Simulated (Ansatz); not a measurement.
RbSc5Te8:
```
CELL_PARAMETERS angstrom
     10.75275     2.08979     0.00000
    -10.75275     2.08979     0.00000
     -2.59150     0.00000    10.01036
ATOMIC_POSITIONS crystal
  Rb 0.00000 0.00000 0.00000
  Sc 0.20541 0.79459 0.84380
  Sc 0.79459 0.20541 0.15620
  Sc 0.50000 0.50000 0.50000
  Sc 0.84408 0.15592 0.52386
  Sc 0.15592 0.84408 0.47614
  Te 0.92460 0.07540 0.33668
  Te 0.07540 0.92460 0.66332
  Te 0.58433 0.41567 0.31594
  Te 0.41567 0.58433 0.68406
  Te 0.66501 0.33499 0.99579
  Te 0.33499 0.66501 0.00421
  Te 0.73771 0.26229 0.65780
  Te 0.26229 0.73771 0.34220
```

Relaxed with r²SCAN.

Question: Map the valence electron density (e/Å³), cut off at 0.9 on the plane through (0.000, 0.000, 0.000) spanned by u = [0, 0, 1] and v = [1, -1, 1] in lattice vectors, from plane-wave PAW r²SCAN (Ansatz code).

Answer: x is the fraction of u, y of v (the angle between them is 77°; rows are the nearest grid lines); atoms in the plane: Rb at (0.00, 0.00), Sc at (0.64, 0.21), Sc at (0.36, 0.79), Sc at (0.00, 0.50), Sc at (0.68, 0.84), Sc at (0.32, 0.16), Te at (0.41, 0.92), Te at (0.59, 0.08), Te at (0.73, 0.58), Te at (0.27, 0.42).
```
|8999510000000011111001111100000000159998|
|4543100000124799999721000000000000000134|
|0000000000024899999942100000000000000000|
|0000000000001234566532369999610000000000|
|0000000000139999931000139999994110000000|
|2100000000029999995100000000012358999752|
|8421000000112346421000000000012479999998|
|6321001124699997521000000000000124699996|
|0000000113799999973100001122221110000000|
|0000000000001222211000125999999952100000|
|0000000000000000000000024899999974210000|
|9992000000000000000000000012333322239999|
|9999322233332100000000000000000000002999|
|0000124799999984200000000000000000000000|
|0000012599999995210001122221000000000000|
|0000000111222211000013799999973110000000|
|6999964210000000000001257999964211001236|
|8999999742100000000001246432110000001248|
|2579998532100000000015999999200000000012|
|0000000114999999310001399999310000000000|
|0000000000169999632356654321000000000000|
|0000000000000000012499999984200000000000|
|4310000000000000001279999974210000013454|
|8999510000000011111001111100000000159998|
```
Scale: ten equal steps from 0.008 (start of '0') to 0.900 (end of '9'), in the order '0123456789'; x runs from 0.000 to 1.00, y from 0.000 (bottom) to 1.00 (top).

The density is the valence pseudo-density with augmentation charge, so density and ELF within about 1 Å of a nucleus are not all-electron values.

Space group C2/m. The workflow started from a Materials Project entry (that database holds measured and hypothetical structures alike); the Crystallography Open Database copy checked does not list it. Whether it is the stable phase at ambient conditions was not checked. Symmetry was held in the r²SCAN relaxation; whether a distortion lowers the energy is not shown. No spin polarisation was allowed. Spin–orbit coupling is left out wherever it is not named.

Potentials: the later of the program's two PAW sets.
